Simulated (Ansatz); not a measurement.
# What a change of settings does to a run on AlSn

The cell is the one relaxed in the Materials Project (mp-7760); entries there can be hypothetical. The listed cell was then made from it by scaling, straining or moving an atom.

First run: DFT, PBE, PAW with Ansatz's default frozen-core files, scalar-relativistic (Ansatz 0.2.0).

Command: `ansatz run input.yaml --threads 1 --pin off --max-ram 2048MiB --backend cpu --events-out ev --progress --plain --runs-dir out` The run took 12 s on 1 thread of Intel(R) Xeon(R) 6975P-C (Granite Rapids) (shared host), peak memory 0.46 GiB.

```yaml
crystal:
  lattice:
    - [4.3071957746, 0.0, 0.0]
    - [-2.1535978873, 3.7301409599, 0.0]
    - [0.0, 0.0, 3.3927772976]
  atoms:
    - { symbol: Al, position: [0.0, 0.0, 0.0] }
    - { symbol: Sn, position: [0.3333333333, 0.6666666667, 0.5] }
kpoints:
  mp_grid: { grid: [9, 9, 10] }
scf:
  occupations: { method: fermi_dirac, width: 0.05 }
hamiltonian:
  xc: pbe
  pseudopotentials: { kind: paw }
output:
  forces: true
  stress: true
  efg: { contact_densities: true }
  write_density: true
  write_potential: true
  elf: true
  volumetric_format: npy
relax:
  f_tol: 0.005
  max_steps: 80
  cell: {}
```

Result: converged; relaxed volume 25.275 Å³/atom; 23 SCF iterations in all.

Spin–orbit coupling is left out, though it moves levels of the heavy atoms by tenths of an eV or more.

The input is then changed:

```diff
@@ -18,11 +18,9 @@
   stress: true
   efg: { contact_densities: true }
-  write_density: true
-  write_potential: true
-  elf: true
-  volumetric_format: npy
 relax:
   f_tol: 0.005
   max_steps: 80
   cell: {}
+basis:
+  ecutwfc: "700 eV"
```

Question: Predict the outcome of the changed run.

Answer: It converged; energy at zero smearing -0.7 meV/atom from the first run; relaxed volume 25.268 Å³/atom; 23 SCF iterations in all.
